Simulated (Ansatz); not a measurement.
An Ansatz (a program for electronic structure) run. Input:

Ansatz 0.2 input:
```yaml
crystal:
  lattice:
    - [0.0, 3.0367965062, 3.0367965062]
    - [3.0367965062, 0.0, 3.0367965062]
    - [3.0367965062, 3.0367965062, 0.0]
  atoms:
    - { symbol: Lu, position: [0.0, 0.0, 0.0] }
    - { symbol: Sb, position: [0.5, 0.5, 0.5] }
kpoints:
  mp_grid: { grid: [12, 12, 12] }
hamiltonian:
  xc: r2scan
  pseudopotentials: { kind: paw }
scf:
  occupations: { method: gaussian, width: 0.05 }
checkpoint: { read: metal.run }
output: { write_density: true, elf: true, volumetric_format: npy }
basis: { fft_grid_basis: typed }
```

Output (shortened):

```
Pseudopotential: Lu, paw, valence charge 25
Pseudopotential: Sb, paw, valence charge 15
Functional definition: r2SCAN
Crystal: 2 atoms, lattice volume = 56.011 Å³
Basis set: ecut = 500 eV, 1411 PW (Γ), exchange–correlation on 128×128×128 points (64 copies of the dense FFT grid, shifted against one another)
Bands: 28, of which v1, the nominal top of the filled ones, is band 20 counted from 1 (19 counted from 0)
Symmetry: 48 space group operations
Space group: Fm-3m (ITA 225), of the structure as read, at distance tolerance 3.8e-5 Å
k-points: 72 of 1728
Stability of the state it starts from, as read at its close in the unpolarized treatment …
iter 1 solved again at ethr=9.10e-8 eV; its pass at ethr=3.10e-3 eV (dr2=3.64e-5 eV) is discarded
SCF iter   1: F=—  HF=-21245.269888 eV  |F-HF|=—  |Δ(HF+E_count)|=         —  Δρ=9.24e-7  dr2=3.54e-10  dr2_τ=6.12e-11  ethr=9.10e-8  ⟨swp⟩=3.2  Hψ=14787  notcnv=0
preconditioner: auto → none
SCF iter   2: F=-21245.269888 eV  HF=-21245.269888 eV  |F-HF|=1.20e-9  |Δ(HF+E_count)|=   8.26e-8  Δρ=7.46e-7  dr2=2.94e-10  dr2_τ=6.65e-11  ethr=1.00e-12  ⟨swp⟩=7.5  Hψ=9995  notcnv=0
SCF 1 converged in 2 iterations: F = -21245.269888 eV  dr2 = 2.94e-10
SCF converged after 2 iterations
Free energy (F): -21245.269888 eV
Harris-Foulkes:  -21245.269888 eV  (|F-HF|=1.20e-9)
Internal energy: -21245.269483 eV  (E = F + TS)
E sigma→0 (E₀):  -21245.269686 eV
Entropy (-TS):   -0.000405 eV (-0.202 meV/atom)
Fermi energy:    12.496958 eV
--- Per-component energies (eV) ---
  E_band       = -190.250135
  E_kinetic    = 626.384546
  E_local      = -8546.152135  (includes V_loc(G=0)·N_el)
  E_nonlocal   = 934.084887
  E_hartree    = 3657.462468
  E_xc         = -342.726119
  E_vxc        = -395.739455  (∫ρ·V_xc dr)
  E_paw        = -11986.874451  (= ΣΔE_a)
  E_vpaw       = -146.416427  (= ΣTr[D̂ρ^β])
  E_aug_tail   = 0.000013  (compensation charges beyond the density's cutoff)
  E_vtau       = 22.665172  (kinetic-family band-sum trace: ∫τ·v_τ [+ j·A + Jᵃ·Aᵃ] dr)
  E_ewald      = -5588.632251
  E_core_change = 1.183560  (= ΣΔE_core)
  E_smearing   = -0.000405  (= −TS)
  E_closure    = 0.000000  (closes the sum)
  Σ components = -21245.269888   (vs F -21245.269888, Δ=0.00e0)
  [band-id]    e_kinetic+e_local+e_nonlocal+2·e_hartree+e_vxc+e_vpaw+e_augmentation_tail+e_vtau = -190.248464   (vs E_band -190.250135, Δ=1.67e-3)
--- Band table (eV; the first three rows and the last of 72) ---
  k-point 0: bands = ["-45.9766", "-16.4547", "-16.4547", "-16.4138", "-16.4138", "-16.4138", "-15.9823", "-15.9823", "-15.9823", "1.4914", "6.8636", "6.8636", "6.8636", "6.8862", "6.9116", "6.9116", "6.9116", "13.0997", "13.0997", "13.0997", "13.7918", …
  k-point 1: bands = ["-45.9766", "-16.4635", "-16.4635", "-16.4146", "-16.4137", "-16.4137", "-15.9855", "-15.9730", "-15.9730", "1.5756", "6.8629", "6.8659", "6.8659", "6.8870", "6.9104", "6.9104", "6.9117", "12.2287", "12.5702", "12.5702", "13.9542", …
  k-point 2: bands = ["-45.9763", "-16.4863", "-16.4863", "-16.4170", "-16.4130", "-16.4130", "-15.9941", "-15.9493", "-15.9493", "1.8208", "6.8616", "6.8724", "6.8724", "6.8892", "6.9071", "6.9071", "6.9119", "10.9237", "11.8347", "11.8347", "14.2315", …
  k-point 71: bands = ["-45.9750", "-16.5315", "-16.4536", "-16.4150", "-16.4150", "-16.4054", "-16.0143", "-16.0143", "-15.9196", "3.3068", "6.8812", "6.8889", "6.8889", "6.8989", "6.8989", "6.9032", "6.9173", "9.4355", "9.4355", "9.5495", "14.9770", …
```

Cost: roughly 11 core-seconds on shared cores.

The workflow started from a Materials Project entry (that database holds measured and hypothetical structures alike); the Crystallography Open Database copy checked does not list it. Its standing as an ambient phase is unchecked. The r²SCAN relaxation kept the symmetry of its start; of distortions, only those at the zone centre were tested. Spin–orbit coupling is left out wherever it is not named.

Potentials: the later of the program's two PAW sets.

Ansatz is a plane-wave DFT program.
